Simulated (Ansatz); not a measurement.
Cu: energy along a strain

Cu, Fm-3m, a = 3.615 Å (as given, not relaxed at this level: -6.5 GPa). Ansatz: PBEsol, PAW, 420 eV, Γ-centred 22×22×22 mesh on 1 atom, Gaussian smearing 0.15 eV; no spin polarisation. Cell vectors (Å): 0.000 1.808 1.808; 1.808 0.000 1.808; 1.808 1.808 0.000. The cell is strained by x per cent times the pattern (1 -1 0 0 0 0) in the order xx yy zz yz xz xy (engineering shears), with fractional coordinates held. y is the free energy over the start, V0 = 11.810 Å³/atom. Symmetry makes y even in x. Points with a strain past 8.5 % were computed too (4) and aren't used here.

| x (%) | y (meV/atom) |
| --- | --- |
| -7.50 | 21.38 |
| 0.00 | 0.00 |
| 1.87 | 1.34 |
| 3.75 | 5.37 |
| 5.62 | ? |

**Question.** Fit y = c2 x² + c4 x⁴ to the other rows, get the stiffness along the pattern, and predict the missing energy.

**Answer.** Least squares on the rows shown. y = 0.38254 x² − 4.3637×10⁻⁵ x⁴. The clamped-ion stiffness p·C·p = 2 × 3.825 eV × 160.2 / 11.810 Å³ = 104 GPa (second derivative at the start, which stands under stress). At x = 5.62 the fit asked for gives 12.04 meV/atom. The run gave 12.23 meV/atom, so the fit is 0.19 meV/atom too low, 0.89 % of the span of the series, against an rms of 0.002 meV/atom on the fitted rows. With a term in x⁶ added, a fit to the same known rows (none to spare) predicts 12.02 meV/atom, no real gain.